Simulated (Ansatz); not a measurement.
SnO₂ in space group Pbcn (No. 60; Sn on 4c, O on 8d), LDA in the plane-wave PAW code Ansatz. The conduction-band minimum lies at Γ, with 1 equivalent valley. Second derivatives d²E/dk² of the lowest band at one valley (eV·Å²), along Cartesian directions:

| direction | d²E/dk² |
|---|---|
| [100] | 40.09 |
| [010] | 40.17 |
| [001] | 40.69 |
| [110] | 40.14 |
| [101] | 40.39 |
| [011] | 40.43 |

### Question
Find the principal effective masses, the density-of-states mass and the conductivity mass.

### Answer
Off-diagonal terms follow from H_xy = H[110] − (H_xx + H_yy)/2, and m*/mₑ = 7.620 eV·Å² over each eigenvalue: 0.19, 0.19, 0.19. One valley's DOS mass (m₁m₂m₃)^(1/3) = 0.19, conductivity mass 3/(Σ 1/mᵢ) = 0.19 mₑ.

### Question
What effective density of states Nc follows at 300 K for parabolic valleys?

### Answer
Nc = 2.509e19 × 1 × (0.19)^(3/2) ≈ 2.1e18 cm⁻³.

### Question
With the computed static dielectric constant 12.6 (mean of the diagonal), estimate a hydrogenic donor's binding energy and radius.

### Answer
E = 13.606 eV × 0.19/12.6² ≈ 16 meV; a = 0.529 Å × ε/m* ≈ 35 Å. Semilocal masses tend to be too small where the gap is.

This is a known high-pressure phase of the composition, computed here at zero pressure and temperature. The cell was relaxed with LDA under the symmetry of its start; phonons on a q-mesh show no instability. Spin–orbit coupling is left out wherever it is not named.

Potentials: the later of the program's two PAW sets.
